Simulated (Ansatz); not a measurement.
## Ge: energy along a strain

Ge, Cmmm, a = 2.795 Å, b = 5.052 Å, c = 2.650 Å. This isn't the element's structure at ambient conditions. Ansatz: r2SCAN, PAW, 500 eV, Γ-centred 24×24×12 mesh on 2 atoms, Gaussian smearing 0.15 eV; no spin polarisation. Cell vectors (Å): 1.398 -2.526 0.000; 1.398 2.526 0.000; 0.000 0.000 5.299. The cell is strained by x per cent times the pattern (0 1 0 0 0 0) in the order xx yy zz yz xz xy (engineering shears), with fractional coordinates held. y is the free energy over the start, V0 = 18.710 Å³/atom.

| x (%) | y (meV/atom) |
| --- | --- |
| -4.00 | 6.94 |
| -3.00 | 2.66 |
| -2.00 | 0.23 |
| -1.00 | -0.61 |
| 0.00 | 0.00 |
| 1.00 | ? |
| 2.00 | 5.05 |
| 3.00 | 9.15 |
| 3.50 | 11.52 |
| 4.00 | 14.06 |

**Question.** Fit y = c1 x + c2 x² + c3 x³ to the other rows, get the stiffness along the pattern, and predict the missing energy.

**Answer.** Least squares on the rows shown. y = 1.315 x + 0.6566 x² − 0.02642 x³. The clamped-ion stiffness p·C·p = 2 × 6.566 eV × 160.2 / 18.710 Å³ = 112 GPa, which is C22 in these axes; c1 is there for the stress left in the start, which by itself gives a slope of 1.29 meV/atom per %. At x = 1.00 the fit asked for gives 1.95 meV/atom. The run gave 1.93 meV/atom, so the fit is 0.02 meV/atom too high, within twice the rms miss on the fitted rows (0.01 meV/atom).

Cost: 10 runs of about 3.9 core-minutes in all, on AMD EPYC 9R45 (Zen 5) (shared hosts).